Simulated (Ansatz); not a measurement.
One stationary structure of TePb. Space group Fm-3m (No. 225), rock salt type. Method: r2SCAN (plane waves to 500 eV, PAW, scalar-relativistic; Ansatz, a quantum-chemistry and plane-wave program).

```xyz
2
Lattice="0.0000 3.2677 3.2677 3.2677 0.0000 3.2677 3.2677 3.2677 0.0000" Properties=species:S:1:pos:R:3 pbc="T T T"
Pb     0.0000     0.0000     0.0000
Te     3.2677     3.2677     3.2677
```

Q: Estimate the band gap that r2SCAN returns for this input.

A: 1.10 eV, direct at L (no spin-orbit coupling).

No spin polarisation in the result. Without spin-orbit coupling the bands of the heavy element are not split, so the gap can be far off.

Measured for TePb: gap 0.19 eV (0 K or low temperature; as listed in arXiv:2302.06325). Computed minus measured — gap: r2SCAN +0.91 eV. The computed values are for a static lattice, and a measured gap can be an optical one, lowered by exciton binding.

It was reached from a disturbed copy of a P6₃/mmc (No. 194) cell, against which it lies -127 meV/atom.
